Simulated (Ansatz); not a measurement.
## Cd3Hg2S5 (I-4m2) at 2 levels of theory

One geometry, relaxed with PBE; plane waves with PAW potentials in Ansatz, scalar-relativistic. No spin polarisation. Gaps are the least over mesh and band path; pressure is positive in compression.

```cif
data_structure
_symmetry_space_group_name_H-M 'P 1'
_symmetry_Int_Tables_number 1
_cell_length_a 15.1627
_cell_length_b 15.1627
_cell_length_c 15.1627
_cell_angle_alpha 164.037
_cell_angle_beta 164.037
_cell_angle_gamma 22.649
_cell_volume 263.61
loop_
_atom_site_label
_atom_site_type_symbol
_atom_site_fract_x
_atom_site_fract_y
_atom_site_fract_z
_atom_site_occupancy
Cd1 Cd 0.90099 0.90099 0.00000 1
Cd2 Cd 0.50000 0.50000 0.00000 1
Cd3 Cd 0.09901 0.09901 0.00000 1
Hg1 Hg 0.69922 0.69922 0.00000 1
Hg2 Hg 0.30078 0.30078 0.00000 1
S1 S 0.35162 0.85162 0.50000 1
S2 S 0.95050 0.45050 0.50000 1
S3 S 0.54950 0.04950 0.50000 1
S4 S 0.14838 0.64838 0.50000 1
S5 S 0.75000 0.25000 0.50000 1
```

```
level  cutoff (eV)    k mesh  gap (eV)  pressure (GPa)
  PBE          420  12×12×12      0.32             0.0
```

What comes out on the same cell with PBEsol?

| level | cutoff (eV) | k mesh | gap (eV) | pressure (GPa) |
| --- | --- | --- | --- | --- |
| PBEsol | 420 | 12×12×12 | 0.21 | -2.9 |

Spin-orbit coupling matters for the bands of heavy elements and is left out.

The cell was found from a structure generator's guess, not taken from experiment.
